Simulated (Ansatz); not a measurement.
MgVFeP₄O₁₄: field gradients at two levels of theory

Cell: a Materials Project structure (computed, not necessarily an observed phase), its atoms then relaxed with PBE in this cell.

```cif
data_structure
_symmetry_space_group_name_H-M 'P 1'
_symmetry_Int_Tables_number 1
_cell_length_a 5.0635
_cell_length_b 7.0532
_cell_length_c 8.1595
_cell_angle_alpha 90.199
_cell_angle_beta 90.176
_cell_angle_gamma 106.096
_cell_volume 279.98
loop_
_atom_site_label
_atom_site_type_symbol
_atom_site_fract_x
_atom_site_fract_y
_atom_site_fract_z
_atom_site_occupancy
Mg1 Mg 0.29587 0.06338 0.30276 1
V2 V 0.81244 0.28425 0.50750 1
Fe3 Fe 0.19214 0.71009 0.97235 1
P4 P 0.61517 0.49146 0.80581 1
P5 P 0.75443 0.89484 0.24439 1
P6 P 0.24122 0.10411 0.71772 1
P7 P 0.38671 0.50617 0.30812 1
O8 O 0.98615 0.17542 0.67631 1
O9 O 0.89753 0.06852 0.36164 1
O10 O 0.84003 0.52382 0.93609 1
O11 O 0.72873 0.48946 0.63137 1
O12 O 0.54370 0.34444 0.31583 1
O13 O 0.41605 0.09436 0.56025 1
O14 O 0.42956 0.26592 0.83989 1
O15 O 0.60801 0.71221 0.36271 1
O16 O 0.52874 0.94753 0.14649 1
O17 O 0.43652 0.63212 0.81662 1
O18 O 0.29040 0.52842 0.13561 1
O19 O 0.15583 0.46915 0.43517 1
O20 O 0.16126 0.91563 0.81528 1
O21 O 0.99889 0.85292 0.15817 1
```

Sites (sets of like atoms) are named by element and the number of their first atom in this list.

First run. Computed with Ansatz: DFT, PBE, plane waves and PAW, scalar-relativistic, collinear spin, 420 eV cutoff, Γ-centred 4×3×3 k-points, Fermi–Dirac smearing 0.02 eV. Start moments as typed (μB): 1 on each V, -4 on each Fe, none on the rest.

| site | atom | V_zz (10²¹ V/m²) | η | m (μB) |
| --- | --- | --- | --- | --- |
| Mg | 1 | 2.87 | 0.22 | 0.00 |
| V | 2 | -7.60 | 0.83 | 1.31 |
| Fe | 3 | 2.68 | 0.47 | -3.67 |
| P4 | 4 | 5.55 | 0.26 | -0.01 |
| P5 | 5 | -4.42 | 0.74 | 0.00 |
| P6 | 6 | 3.80 | 0.86 | 0.00 |
| P7 | 7 | 4.76 | 0.52 | 0.00 |
| O8 | 8 | 10.23 | 0.07 | -0.01 |
| O10 | 10 | 9.40 | 0.27 | -0.12 |
| O11 | 11 | 9.27 | 0.30 | -0.01 |
| O13 | 13 | 10.08 | 0.58 | -0.01 |
| O15 | 15 | 13.40 | 0.44 | 0.00 |
| O18 | 18 | 9.68 | 0.26 | -0.07 |
| O19 | 19 | 10.07 | 0.15 | -0.01 |

Second run. The same atoms and settings, except that a Hubbard term is added (U = 4.0 eV on Fe d, U = 2.1 eV on V d).

(1) What does the second run give?

Answers

(1) 

```json
{"site": "Mg", "atom": "1", "V_zz": "2.83", "η": "0.21", "change of V_zz": "-0.04", "m (μB)": "0.00"}
{"site": "V", "atom": "2", "V_zz": "8.49", "η": "0.93", "change of V_zz": "–", "m (μB)": "1.46"}
{"site": "Fe", "atom": "3", "V_zz": "4.25", "η": "0.09", "change of V_zz": "+1.57", "m (μB)": "-3.90"}
{"site": "P4", "atom": "4", "V_zz": "5.49", "η": "0.22", "change of V_zz": "-0.06", "m (μB)": "-0.01"}
{"site": "P5", "atom": "5", "V_zz": "-4.08", "η": "0.84", "change of V_zz": "+0.34", "m (μB)": "0.00"}
{"site": "P6", "atom": "6", "V_zz": "3.97", "η": "0.71", "change of V_zz": "+0.17", "m (μB)": "0.00"}
{"site": "P7", "atom": "7", "V_zz": "4.89", "η": "0.42", "change of V_zz": "+0.13", "m (μB)": "0.00"}
{"site": "O8", "atom": "8", "V_zz": "10.58", "η": "0.09", "change of V_zz": "+0.35", "m (μB)": "-0.01"}
{"site": "O10", "atom": "10", "V_zz": "9.58", "η": "0.30", "change of V_zz": "+0.18", "m (μB)": "-0.11"}
{"site": "O11", "atom": "11", "V_zz": "9.71", "η": "0.35", "change of V_zz": "+0.44", "m (μB)": "-0.01"}
{"site": "O13", "atom": "13", "V_zz": "10.25", "η": "0.58", "change of V_zz": "+0.17", "m (μB)": "-0.01"}
{"site": "O15", "atom": "15", "V_zz": "13.31", "η": "0.46", "change of V_zz": "-0.09", "m (μB)": "0.00"}
{"site": "O18", "atom": "18", "V_zz": "9.84", "η": "0.28", "change of V_zz": "+0.16", "m (μB)": "-0.06"}
{"site": "O19", "atom": "19", "V_zz": "10.32", "η": "0.17", "change of V_zz": "+0.25", "m (μB)": "-0.01"}
```

The largest change of V_zz along a kept axis is on Fe, from 2.68 to 4.25. In per cent, |V_zz| changes by -1 on Mg, +59 on Fe, -8 to +5 on P, -1 to +5 on O (all sites that start above 2, bar those whose gradient vanishes or changes sign or whose main axis turns by over 40°). Where |V_zz| stays above 0.1 and the axes keep their order, η moves most on P6, from 0.86 to 0.71. On Fe V_xx and V_yy change places (or their axes turn by over 50°), so the two values of η hide a larger change. On V the largest principal value lies along another axis in the second run, so the two V_zz can't be compared directly. The table leaves out 7 of the 21 sites, with |V_zz| up to 13.51; their tensors move by 0.37 at most along any direction. The statements above cover all sites. The absolute magnetisation of the cell goes from 6.6 to 7.0 μB. Isomer shifts (Fe against α-Fe, from the density at the nucleus and a line fitted to measured compounds for each functional; the lines scatter by about 0.1 mm/s, so smaller changes between functionals mean little): Fe 0.83 → 0.54 mm/s. The first run finds no gap above 0.1 eV, the second does.

With these PAW files V_zz is typically within 2 to 3 % of all-electron values, but misses above 10 % occur on Fe. The magnetic order is the one that the run reached from its start moments, not necessarily the measured one.
For the first run: The run finds no gap above 0.1 eV (a metal, or nearly one), so the gradients can move by 10 % or more with the k-mesh. Semilocal functionals can leave a metal where correlation in the d or f shell opens a gap in the real compound, and that would change the values at and beside Fe and V.
For the second run: The largest force is 1.1 eV/Å, so the atoms aren't at the calculated equilibrium and relaxing them would move these values.
